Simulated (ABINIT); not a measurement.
ABINIT input for Nb, PBE with JTH PAW datasets:

```
pp_dirpath "./pseudo"
pseudos "Nb.GGA_PBE-JTH.xml"

acell 3*1.0 angstrom
rprim
   -1.658815000000     1.658815000000     1.658815000000
    1.658815000000    -1.658815000000     1.658815000000
    1.658815000000     1.658815000000    -1.658815000000
ntypat 1
znucl 41
natom 1
typat 1
xred
    0.000000000000     0.000000000000     0.000000000000
tolsym 1e-5
chksymtnons 0
chkprim 0

ecut 20
pawecutdg 40
pawovlp 20
ngkpt 17 17 17
nshiftk 1
shiftk 0 0 0
nband 10
occopt 3
tsmear 0.003
tolvrs 1e-10
nstep 90

nucefg 2
quadmom 0.32
nucfc 1
prtwf 0
prtden 0
prteig 0
prtebands 0
prtgsr 0
```

The cell comes from the Materials Project (a computed structure). It is Nb in Im-3m. Stability against distortions was not tested. The run has no spin polarisation.

Each row changes or adds one setting. The quadmom values are sizes without sign and don't touch the SCF cycle. The limit is 90 steps.  The run is metallic or nearly gapless at this level (smeared occupations).

```tsv
setting typed	SCF steps	k-points	converged
as in the input	10	165	yes
diemac = 40	10	165	yes
diemix = 0.4	12	165	yes
iscf = 3	12	165	yes
nline = 8	10	165	yes
npulayit = 2	10	165	yes
npulayit = 3	10	165	yes
wfoptalg = 114	8	165	yes
wfoptalg = 14	8	165	yes
```

Fewest SCF steps among converged rows: 8 (wfoptalg = 114, wfoptalg = 14); most steps: 12 (diemix = 0.4, iscf = 3). Steps of different solvers differ in work.
